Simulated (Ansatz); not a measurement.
Given:

Al₃Ru₂:
```
Al3Ru2
1.0
   -1.53824     1.53824     7.14065
    1.53824    -1.53824     7.14065
    1.53824     1.53824    -7.14065
Al Ru
3 2
Direct
  0.00000   0.00000   0.00000
  0.80610   0.80610   0.00000
  0.19390   0.19390   0.00000
  0.60581   0.60581   0.00000
  0.39419   0.39419   0.00000
```

This is the r²SCAN-relaxed structure.

Task: All from r²SCAN in the plane-wave PAW code Ansatz, unless another level is named. Give the formation energy from the elements (no fitted shifts).

Result: -0.77 eV/atom.

Task: Next, the density of states at the Fermi level?

Result: 0.24 states/eV per atom (mean over ±0.08 eV).

Space group I4/mmm. The first step of the workflow began from a Materials Project structure, measured or hypothetical; the Crystallography Open Database copy checked does not list it. Its standing as an ambient phase is unchecked. The cell was relaxed with r²SCAN under the symmetry of its start; whether a distortion lowers the energy is not shown. The run is not spin-polarised. The references are the lowest solids computed at this level, not always the standard phases. Scalar-relativistic: spin–orbit coupling is off unless named, which matters more the heavier the elements.

Potentials: the later of the program's two PAW sets.
